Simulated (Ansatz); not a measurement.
# Stress against strain in GaIr

```
CELL_PARAMETERS angstrom
3.00400 0.00000 0.00000
0.00000 3.00400 0.00000
0.00000 0.00000 3.00400
ATOMIC_POSITIONS crystal
Ga 0.00000 0.00000 0.00000
Ir 0.50000 0.50000 0.50000
```

Atom numbers follow the list: Ga1, Ir2.

The cell is COD entry 1523837, as deposited and not checked against the literature; nothing was relaxed.

No spin–orbit coupling, which matters for the heavy atoms here.

The calculation used DFT, PBEsol, all-electron LAPW, scalar-relativistic (Ansatz 0.2.0).

Sampling and basis: a Γ-centred 12×12×12 k mesh, Fermi–Dirac smearing of 0.05 eV, basis error target 0.25 meV/atom, no spin polarisation.

The strain is applied along the Cartesian axes of the cell as listed (the other components stay zero). Fractional coordinates are held (clamped ions).

σ is the change of stress from the unstrained cell, which is at 4.04 GPa; tension is positive, so slopes are stress–strain coefficients at that pressure. In a metal the k mesh adds noise.

Only quantities that a quadratic follows smoothly over the whole series are listed; rougher ones are left out.

```tsv
εzz	σzz (GPa)	σxx (GPa)
-0.0200	-7.79	-4.51
-0.0100	-3.70	-2.21
0.0000	0.00	0.00
0.0200	5.37	4.73
```

Fit the series and read off the stiffness at zero strain.

Least-squares fits y = p0 + p1 x + p2 x² to the rows give σzz (GPa): p1 = 330, p2 = -2900; σxx (GPa): p1 = 230, p2 = 210. So C11 = 330 GPa and C12 = 230 GPa, which gives B = (C11 + 2 C12)/3 = 263 GPa.

One run, at εzz = 0.0100, is withheld. Predict its row.

The fits give 2.96, 2.36; the run gave 3.05, 2.30.
